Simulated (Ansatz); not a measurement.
SrTe (rock salt, Fm-3m), the program Ansatz at the r²SCAN level (PAW). The conduction-band minimum lies at X, with 3 equivalent valleys. Second derivatives d²E/dk² of the lowest band at one valley (eV·Å²), along Cartesian directions:

```
direction  d²E/dk²
---------  -------
[100]        6.075
[010]        29.02
[001]        29.02
[110]        17.55
[101]        17.55
[011]        29.00
```

Question: Find the principal effective masses, the density-of-states mass and the conductivity mass.

Answer: Off-diagonal terms follow from H_xy = H[110] − (H_xx + H_yy)/2, and m*/mₑ = 7.620 eV·Å² over each eigenvalue: 0.26, 0.26, 1.3. One valley's DOS mass (m₁m₂m₃)^(1/3) = 0.44, conductivity mass 3/(Σ 1/mᵢ) = 0.36 mₑ.

Question: What effective density of states Nc follows at 300 K for parabolic valleys?

Answer: Nc = 2.509e19 × 3 × (0.44)^(3/2) ≈ 2.2e19 cm⁻³.

The r²SCAN relaxation kept the symmetry of its start. Scalar-relativistic: spin–orbit coupling is off unless named, which matters more the heavier the elements.

Potentials: the later of the program's two PAW sets.

Edges and masses are those of Kohn–Sham bands, whose gap is no quasiparticle gap.
